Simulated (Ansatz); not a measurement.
A distorted cell of Te (trigonal-Te type, space group P3_121):

```
CELL_PARAMETERS angstrom
      4.29467     0.00000     0.00000
     -2.14733     3.71929     0.00000
      0.00000     0.00000     6.33546
ATOMIC_POSITIONS crystal
  Te 0.26812 0.00000 0.33333
  Te 0.00000 0.26812 0.66667
  Te 0.73188 0.73188 0.00000
```

All values below come from PBE (plane waves to 420 eV, PAW, scalar-relativistic; Ansatz, a quantum-chemistry and plane-wave program). k mesh 9×9×6 (Γ-centred), Fermi-Dirac smearing 0.05 eV. Energies are smeared free energies. Compression counts positive. As the atoms are clamped, bonds stretch with the cell, which overstates energies and stresses. As the smearing reaches across the gap at some points, the response to shear is sensitive to the k mesh, so small differences along c/a are uncertain. Spin-orbit coupling is left out, though Te is heavy. Te was relaxed with its symmetry unable to fall. The PAW data are Ansatz's earlier set.

What is the stress tensor (GPa)?


```
    1.3      0.0      0.0
    0.0      1.3      0.0
    0.0      0.0     -1.9
```
The pressure, a third of the trace, is 0.2 GPa.

It is the relaxed cell deformed to V/V₀ = 0.960, (c/a)/(c/a)₀ = 1.120, c along z, fractional positions held. What is its energy relative to the relaxed cell?

24 meV/atom.

(A scan under strain: stresses follow from slopes of the energy per volume, elastic moduli from its curvatures.)
